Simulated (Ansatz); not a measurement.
Ga₂Pt (cubic Laves (MgCu2 type), Fd-3m) at seven volumes, plane-wave PAW PBE (Ansatz code), scaled uniformly. One row is withheld.

| V (Å³/atom) | P (GPa) |
|---|---|
| 14.930 | 12.08 |
| 15.422 | 7.27 |
| 15.914 | ? |
| 16.406 | -0.01 |
| 16.898 | -2.70 |
| 17.391 | -4.89 |
| 17.883 | -6.65 |

Fit the shown pressures and predict the withheld one.

Third-order Birch–Murnaghan: P = (3/2)B₀(x^(7/2) − x^(5/2))[1 + (3/4)(B′ − 4)(x − 1)] with x = (V₀/V)^(2/3). Least squares on the six rows gives V₀ = 16.405 Å³/atom, B₀ = 98.53 GPa, B′ = 5.63. At V = 15.914, x = 1.0205 and P = 3.26 GPa. The run itself gave 3.28 GPa.

The cell is a constructed one: a structure type filled with these elements; neither database checked (COD, Materials Project) lists it. COD files the formula under space group No. 225. Whether it is the stable phase at ambient conditions was not checked. Symmetry was held in the PBE relaxation; its stability against distortions is not shown here. The run is not spin-polarised. Scalar-relativistic: spin–orbit coupling is off unless named, which matters more the heavier the elements.

Potentials: the earlier of the program's two PAW sets.
